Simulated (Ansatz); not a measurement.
**How much do the gradients of Sb₂Se₃ depend on the method?**

Cell: a Materials Project structure (computed, not necessarily an observed phase), atoms as given.

Space group Pnma (No. 62); a = 13.0502, b = 3.9642, c = 14.3109 Å.

| site | Wyckoff | site symmetry | x | y | z |
| --- | --- | --- | --- | --- | --- |
| Sb1 | 4c | .m. | 0.8936 | 0.2500 | 0.7371 |
| Sb5 | 4c | .m. | 0.6543 | 0.2500 | 0.6148 |
| Se9 | 4c | .m. | 0.2144 | 0.2500 | 0.4322 |
| Se10 | 4c | .m. | 0.2053 | 0.2500 | 0.7079 |
| Se15 | 4c | .m. | 0.0402 | 0.2500 | 0.1472 |

One atom of each set is listed.

First run. Level of theory: DFT, PBE, plane waves and PAW, scalar-relativistic, 420 eV cutoff, Γ-centred 3×7×2 k-points, Fermi–Dirac smearing 0.02 eV (Ansatz 0.2.0).

```csv
site,V_zz (10²¹ V/m²),η
Sb1,-20.0,0.06
Sb5,-16.56,0.17
Se9,-28.6,0.37
Se10,-43.2,0.15
Se15,-29.9,0.21
```

Second run. The same atoms and settings, except that the functional is r2SCAN and the cutoff is 500 eV.

Question: Given the first result, estimate the second.

Answer: 

| site | V_zz | η | change of V_zz |
| --- | --- | --- | --- |
| Sb1 | -21.4 | 0.06 | -1.39 |
| Sb5 | -18.29 | 0.14 | -1.73 |
| Se9 | -30.1 | 0.36 | -1.46 |
| Se10 | -44.2 | 0.16 | -1.05 |
| Se15 | -31.2 | 0.22 | -1.34 |

The largest change of V_zz is on Sb5, from -16.56 to -18.29. In per cent, |V_zz| changes by +7 to +10 on Sb, +2 to +5 on Se (all sites that start above 0.5).

Without spin–orbit coupling (the program notes it for Sb) the gradients can shift somewhat, as the gap is small. With these PAW files V_zz is typically within 2 to 3 % of all-electron values, but misses above 10 % occur on Sb.
For the first run: With a gap of 0.5 eV on this mesh, the gradients can still move by some per cent as the k-mesh gets denser.
For the second run: The largest force is 0.4 eV/Å, so the atoms aren't at the calculated equilibrium and relaxing them would move these values.
